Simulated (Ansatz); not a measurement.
**Ni: from a starting cell to a relaxed one**

The start is a generated trial cell of Ni in the bcc structure type. Cell shape, volume and atoms are optimised at zero target pressure with PBEsol (plane waves to 420 eV, PAW, scalar-relativistic; Ansatz, an electronic-structure program). The first steps use a coarse 16×16×16 k-mesh.

Initial structure:
```
Ni
1.0
   -1.39691     1.39691     1.39691
    1.39691    -1.39691     1.39691
    1.39691     1.39691    -1.39691
Ni
1
Direct
  0.00000   0.00000   0.00000
```
Spin-polarised start, with parallel moments on Ni.

Task: What pressure does the first self-consistent step give?

Result: -8.3 GPa (negative: the cell is under tension).

Task: By how much does the energy per atom fall from start to end?

Result: 0.01 eV/atom.

Task: How does the volume per atom move from start to end?

Result: -4.1 %, from 10.90 to 10.46 Å³/atom.

Task: What band gap does the relaxed structure have at this level?

Result: Zero (metallic).

The space group stays Im-3m (No. 229) (the run could not lower it); the end is bcc (W type), with 1 atom in the primitive magnetic cell. Final values are on a 24×24×24 k-mesh of the relaxed cell. Spin state reached: ferromagnetic (net 0.52 μB/atom), from parallel starting moments; other spin orders were not run from this start.

The run could not lower the symmetry of its start; a shaken copy of this end point relaxes with PBEsol to Fm-3m (No. 225), 0.11 eV/atom lower.

The relaxed structure here is a generated cell of Ni: the first start was made by placing the elements on the sites of a structure type, and the end was not matched to a known phase here, so it may be hypothetical. Known forms of Ni include space group No. 225.
